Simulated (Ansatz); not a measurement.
Pt (fcc, Cu type), scan of one atom of the cell

Pt (fcc, Cu type)

```
CELL_PARAMETERS angstrom
      3.91826     0.00000     0.00000
      0.00000     3.91826     0.00000
      0.00000     0.00000     3.91826
ATOMIC_POSITIONS crystal
  Pt 0.00000 0.00000 0.00000
  Pt 0.50000 0.50000 0.00000
  Pt 0.50000 0.00000 0.50000
  Pt 0.00000 0.50000 0.50000
```

In each cell atom 4 (Pt, nearest neighbour Pt at 2.771 Å; its periodic images, 3.9 Å or more away, move with it) moves by s·(0.000, 0.000, 1.000) (along Cartesian z), the rest being held.

All values below come from PBEsol (plane waves to 420 eV, PAW, scalar-relativistic; Ansatz, a quantum-chemistry and plane-wave program). k mesh 10×10×10 (Γ-centred), Fermi-Dirac smearing 0.05 eV. E stands for the smeared free energy. Stress and pressure are positive under compression. With partly filled bands, energies and forces of such displacements shift with the k mesh and the smearing. F∥ is the force on the atom along that direction. Pt is run without spin polarisation. Pt was relaxed with its symmetry unable to fall. Spin-orbit coupling is left out, though Pt is heavy. ΔE is measured from the undisplaced structure.

```csv
s (Å),ΔE (meV/cell),P (GPa),F∥ (eV/Å)
-0.830,4984,53.2,12.632
-0.664,3098,34.1,9.971
-0.498,1688,19.1,7.096
-0.332,727,8.5,4.484
-0.166,179,2.1,2.167
0.000,0,0.0,0.000
0.166,179,2.1,-2.167
0.332,727,8.5,-4.484
0.498,1688,19.1,-7.096
0.664,3098,34.1,-9.971
0.830,4984,53.2,-12.632
```

What the scan shows:

```
Quantity                                                                                                                                               Result
--------------------------------------------------------  ---------------------------------------------------------------------------------------------------
Energy at s = 0.830 Å                                                                                                                           4984 meV/cell
Force along the line at s = -0.830 Å                                                                                                                12.6 eV/Å
Symmetry of the curve                                                                                                           even: the same for both signs
Shape of the curve                                                                             a single well with its minimum at or next to zero displacement
Force constant k = d²E/ds² at s = 0 (finite differences)                                                                                           12.9 eV/Å²
Harmonic estimate at the end of the scan                  ½ks² = 4443 meV/cell against the computed 4984 meV/cell, so the well is stiffer than harmonic there
```

(A displaced cell: forces are minus the slopes of the energy, force constants its curvatures, and phonons follow from these.)
